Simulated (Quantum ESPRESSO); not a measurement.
V2Al2MoTa2W, finding a planted mistake in a log

Computed values, not a measurement. The program is pw.x of Quantum ESPRESSO 7.5 (plane-wave density functional theory). The cell is made up: eight metal atoms on a face-centred cubic lattice, with elements, volume, strain and displacements drawn at random and not relaxed, so it may be unstable or far from any real phase. PseudoDojo standard norm-conserving files set the functional (PBE unless stated); there is no spin polarisation or spin-orbit coupling, the Fermi-Dirac width of 0.25 eV means electrons at about 2900 K, and the masses in the input are unused placeholders. Heavy elements are run without spin-orbit coupling, which real alloys of them have. A spin test at this wide smearing found no moment, but such smearing suppresses magnetism that the real alloy may have.

Intended input:

```
&control calculation='scf', pseudo_dir='./dojo.nc.sr.pbe.v0_5.standard.upf', outdir='./o', disk_io='minimal', tprnfor=.true., tstress=.true. /
&system ibrav=0, nat=8, ntyp=5, nbnd=59, ecutwfc=84.00895049, nosym=.true., tot_charge=0,
 occupations='smearing', smearing='fd', degauss=0.0183746611
/
&electrons conv_thr=1.470e-08, electron_maxstep=70, mixing_beta=0.5 /
ATOMIC_SPECIES
Al 1.0 Al.upf
Mo 1.0 Mo.upf
Ta 1.0 Ta.upf
V 1.0 V.upf
W 1.0 W.upf
CELL_PARAMETERS angstrom
-0.0459 3.8039 3.8134
3.8911 -0.0869 3.8544
3.8635 3.8172 -0.0592
ATOMIC_POSITIONS angstrom
V -0.0897 0.0412 0.0115
Al 1.8444 1.8147 -0.0757
V 1.9171 -0.2835 1.9377
Mo 3.9543 1.8669 1.8845
Ta -0.1501 1.8799 1.8008
Al 1.9821 3.711 1.8387
Ta 1.9083 1.887 3.8004
W 3.9437 3.6814 3.7062
K_POINTS automatic
5 5 5 1 1 1
```

The log is shortened where brackets say so; the opening notice, blank lines, dates and the lines on written files are dropped, and the path of the files is cut. It prints rydbergs, bohrs and kilobars, and counts compression as positive stress. Its total energy is the free energy E - TS of the whole cell.

Log of the intended run:

```
     Program PWSCF v.7.5
     Parallel version (MPI & OpenMP), running on       4 processor cores
     Number of MPI processes:                 4
     Threads/MPI process:                     1
     [start-up lines left out]
     bravais-lattice index     =            0
     lattice parameter (alat)  =      10.1789  a.u.
     unit-cell volume          =     783.6041 (a.u.)^3
     number of atoms/cell      =            8
     number of atomic types    =            5
     number of electrons       =        86.00
     number of Kohn-Sham states=           59
     kinetic-energy cutoff     =      84.0090  Ry
     charge density cutoff     =     336.0358  Ry
     scf convergence threshold =      1.5E-08
     mixing beta               =       0.5000
     number of iterations used =            8  plain     mixing
     Exchange-correlation= PBE
                           (   1   4   3   4   0   0   0)
     [axes and pseudopotential details left out]
   Cartesian axes
     site n.     atom                  positions (alat units)
         1        V      tau(   1) = (  -0.0166529   0.0076488   0.0021350  )
         2        Al     tau(   2) = (   0.3424151   0.3369013  -0.0140538  )
         3        V      tau(   3) = (   0.3559120  -0.0526321   0.3597364  )
         4        Mo     tau(   4) = (   0.7341207   0.3465923   0.3498597  )
         5        Ta     tau(   5) = (  -0.0278662   0.3490057   0.3343207  )
         6        Al     tau(   6) = (   0.3679793   0.6889517   0.3413569  )
         7        Ta     tau(   7) = (   0.3542782   0.3503239   0.7055489  )
         8        W      tau(   8) = (   0.7321528   0.6834564   0.6880606  )
     number of k points=    63  Fermi-Dirac smearing, width (Ry)=  0.0184
                       cart. coord. in units 2pi/alat
        k(    1) = (   0.0698921   0.0714681   0.0708017), wk =   0.0320000
        k(    2) = (   0.2089912   0.2107723  -0.0664812), wk =   0.0320000
     [further k points left out]
     Dense  grid:    81513 G-vectors     FFT dimensions: (  60,  64,  60)
     Estimated max dynamical RAM per process >     299.68 MB
     Estimated total dynamical RAM >       1.11 GB
     Initial potential from superposition of free atoms
     starting charge      85.9892, renormalised to      86.0000
     Starting wfcs are   68 randomized atomic wfcs
     total cpu time spent up to now is        5.4 secs
     per-process dynamical memory:   233.1 Mb
     Self-consistent Calculation
     iteration #  1     ecut=    84.01 Ry     beta= 0.50
     Davidson diagonalization with overlap
     ethr =  1.00E-02,  avg # of iterations =  2.5
     total cpu time spent up to now is       16.4 secs
     total energy              =    -856.32226635 Ry
     estimated scf accuracy    <       1.39933054 Ry
     iteration #  2     ecut=    84.01 Ry     beta= 0.50
     Davidson diagonalization with overlap
     ethr =  1.63E-03,  avg # of iterations =  4.3
     total cpu time spent up to now is       28.9 secs
     total energy              =    -855.92863930 Ry
     estimated scf accuracy    <      13.80218676 Ry
     [iterations 3 to 15 left out]
     iteration # 16     ecut=    84.01 Ry     beta= 0.50
     Davidson diagonalization with overlap
     ethr =  6.54E-11,  avg # of iterations =  2.0
     total cpu time spent up to now is      165.3 secs
     total energy              =    -857.06934651 Ry
     estimated scf accuracy    <       0.00000002 Ry
     iteration # 17     ecut=    84.01 Ry     beta= 0.50
     Davidson diagonalization with overlap
     ethr =  2.86E-11,  avg # of iterations =  1.1
     total cpu time spent up to now is      173.9 secs
     End of self-consistent calculation
     [lines on levels left out]
!    total energy              =    -857.06934652 Ry
     estimated scf accuracy    <          1.7E-09 Ry
     smearing contrib. (-TS)   =      -0.11064639 Ry
     internal energy E=F+TS    =    -856.95870013 Ry
     The total energy is F=E-TS. E is the sum of the following terms:
     one-electron contribution =    -240.13287072 Ry
     hartree contribution      =     164.69349176 Ry
     xc contribution           =    -164.01992251 Ry
     ewald contribution        =    -617.49939866 Ry
     convergence has been achieved in  17 iterations
     Forces acting on atoms (cartesian axes, Ry/au):
     atom    1 type  4   force =     0.01104150   -0.05065429   -0.04172322
     atom    2 type  1   force =     0.06324956   -0.03009978    0.04378878
     atom    3 type  4   force =     0.02111224    0.11322258   -0.01154132
     atom    4 type  2   force =    -0.06497359   -0.07801805   -0.04449586
     atom    5 type  3   force =     0.09936585    0.01093404    0.08325994
     atom    6 type  1   force =    -0.05305056   -0.00296226   -0.00359073
     atom    7 type  3   force =    -0.04291190   -0.03499383   -0.07146059
     atom    8 type  5   force =    -0.03383309    0.07257160    0.04576299
     Total force =     0.270885     Total SCF correction =     0.000098
     Computing stress (Cartesian axis) and pressure
          total   stress  (Ry/bohr**3)                   (kbar)     P=      260.48
   0.00190578   0.00017133  -0.00003872          280.35       25.20       -5.70
   0.00017133   0.00159734   0.00020302           25.20      234.98       29.87
  -0.00003872   0.00020302   0.00180896           -5.70       29.87      266.11
     init_run     :      5.15s CPU      5.32s WALL (       1 calls)
     electrons    :    168.08s CPU    168.48s WALL (       1 calls)
     forces       :      1.73s CPU      1.74s WALL (       1 calls)
     stress       :      6.05s CPU      6.06s WALL (       1 calls)
     [timing details left out]
     PWSCF        :   3m 1.13s CPU   3m 1.74s WALL
     JOB DONE.
```

A second run was made from an input with one planted mistake. Its log:

```
     Program PWSCF v.7.5
     Parallel version (MPI & OpenMP), running on       4 processor cores
     Number of MPI processes:                 4
     Threads/MPI process:                     1
     [start-up lines left out]
     bravais-lattice index     =            0
     lattice parameter (alat)  =      10.1789  a.u.
     unit-cell volume          =     783.6041 (a.u.)^3
     number of atoms/cell      =            8
     number of atomic types    =            5
     number of electrons       =        86.00
     number of Kohn-Sham states=           59
     kinetic-energy cutoff     =      84.0090  Ry
     charge density cutoff     =     336.0358  Ry
     scf convergence threshold =      1.5E-08
     mixing beta               =       0.5000
     number of iterations used =            8  plain     mixing
     Exchange-correlation= PBE
                           (   1   4   3   4   0   0   0)
     [axes and pseudopotential details left out]
   Cartesian axes
     site n.     atom                  positions (alat units)
         1        V      tau(   1) = (  -0.0166529   0.0076488   0.0021350  )
         2        Al     tau(   2) = (   0.3424151   0.3369013  -0.0140538  )
         3        V      tau(   3) = (   0.3559120  -0.0526321   0.3597364  )
         4        Mo     tau(   4) = (   0.7341207   0.3465923   0.3498597  )
         5        Ta     tau(   5) = (  -0.0278662   0.3490057   0.3343207  )
         6        Al     tau(   6) = (   0.3679793   0.6889517   0.3599220  )
         7        Ta     tau(   7) = (   0.3542782   0.3503239   0.7055489  )
         8        W      tau(   8) = (   0.7321528   0.6834564   0.6880606  )
     number of k points=    63  Fermi-Dirac smearing, width (Ry)=  0.0184
                       cart. coord. in units 2pi/alat
        k(    1) = (   0.0698921   0.0714681   0.0708017), wk =   0.0320000
        k(    2) = (   0.2089912   0.2107723  -0.0664812), wk =   0.0320000
     [further k points left out]
     Dense  grid:    81513 G-vectors     FFT dimensions: (  60,  64,  60)
     Estimated max dynamical RAM per process >     299.68 MB
     Estimated total dynamical RAM >       1.11 GB
     Initial potential from superposition of free atoms
     starting charge      85.9892, renormalised to      86.0000
     Starting wfcs are   68 randomized atomic wfcs
     total cpu time spent up to now is        4.9 secs
     per-process dynamical memory:   233.1 Mb
     Self-consistent Calculation
     iteration #  1     ecut=    84.01 Ry     beta= 0.50
     Davidson diagonalization with overlap
     ethr =  1.00E-02,  avg # of iterations =  2.5
     total cpu time spent up to now is       14.7 secs
     total energy              =    -856.32452425 Ry
     estimated scf accuracy    <       1.38967540 Ry
     iteration #  2     ecut=    84.01 Ry     beta= 0.50
     Davidson diagonalization with overlap
     ethr =  1.62E-03,  avg # of iterations =  4.3
     total cpu time spent up to now is       26.0 secs
     total energy              =    -855.93770695 Ry
     estimated scf accuracy    <      13.54990527 Ry
     [iterations 3 to 15 left out]
     iteration # 16     ecut=    84.01 Ry     beta= 0.50
     Davidson diagonalization with overlap
     ethr =  6.51E-11,  avg # of iterations =  2.1
     total cpu time spent up to now is      150.0 secs
     total energy              =    -857.06469303 Ry
     estimated scf accuracy    <       0.00000003 Ry
     iteration # 17     ecut=    84.01 Ry     beta= 0.50
     Davidson diagonalization with overlap
     ethr =  3.60E-11,  avg # of iterations =  1.0
     total cpu time spent up to now is      157.7 secs
     End of self-consistent calculation
     [lines on levels left out]
!    total energy              =    -857.06469303 Ry
     estimated scf accuracy    <          1.7E-09 Ry
     smearing contrib. (-TS)   =      -0.11031665 Ry
     internal energy E=F+TS    =    -856.95437637 Ry
     The total energy is F=E-TS. E is the sum of the following terms:
     one-electron contribution =    -240.11000262 Ry
     hartree contribution      =     164.67860389 Ry
     xc contribution           =    -164.02217233 Ry
     ewald contribution        =    -617.50080530 Ry
     convergence has been achieved in  17 iterations
     Forces acting on atoms (cartesian axes, Ry/au):
     atom    1 type  4   force =     0.00181353   -0.05124692   -0.03424150
     atom    2 type  1   force =     0.06286275   -0.02000193    0.05170844
     atom    3 type  4   force =     0.02125524    0.11375854   -0.01018601
     atom    4 type  2   force =    -0.06347429   -0.07950931   -0.04418184
     atom    5 type  3   force =     0.09819633    0.00971900    0.08333372
     atom    6 type  1   force =    -0.05733993    0.00542268   -0.04574681
     atom    7 type  3   force =    -0.04322311   -0.05128237   -0.05727165
     atom    8 type  5   force =    -0.02009051    0.07314032    0.05658565
     Total force =     0.274685     Total SCF correction =     0.000106
     Computing stress (Cartesian axis) and pressure
          total   stress  (Ry/bohr**3)                   (kbar)     P=      262.24
   0.00189189   0.00016148  -0.00002250          278.31       23.75       -3.31
   0.00016148   0.00163328   0.00017829           23.75      240.26       26.23
  -0.00002250   0.00017829   0.00182288           -3.31       26.23      268.16
     init_run     :      4.61s CPU      4.77s WALL (       1 calls)
     electrons    :    152.00s CPU    152.80s WALL (       1 calls)
     forces       :      1.57s CPU      1.58s WALL (       1 calls)
     stress       :      5.35s CPU      5.36s WALL (       1 calls)
     [timing details left out]
     PWSCF        :   2m43.70s CPU   2m44.69s WALL
     JOB DONE.
```

Question: the log repeats what the program read. Compare it with the intended run: what was wrong in the second input?

Answer: one coordinate of one atom is wrong. The input lines that differ:

```
- Al 1.9821 3.711 1.8387
+ Al 1.9821 3.711 1.9387
```

|  | intended run | run with the mistake |
| --- | --- | --- |
| free energy (eV) | -11661.023 | -11660.959 |
| entropy term -TS, part of it (eV) | -1.505 | -1.501 |
| pressure (GPa) | 26.05 | 26.22 |
| size of the largest force component (eV/Å) | 2.911 | 2.925 |
| largest change of a force component (eV/Å) |  | 1.084 |
| iterations | 17 | 17 |

For scale, a rerun of the intended cell at a higher cutoff and on a denser mesh moved values by no more than 0.008 eV in energy, 0.05 GPa in stress and 0.005 eV/Å in force, and a second program with other atomic files agreed on that cell to 2 % rms in force and 0.5 GPa in pressure.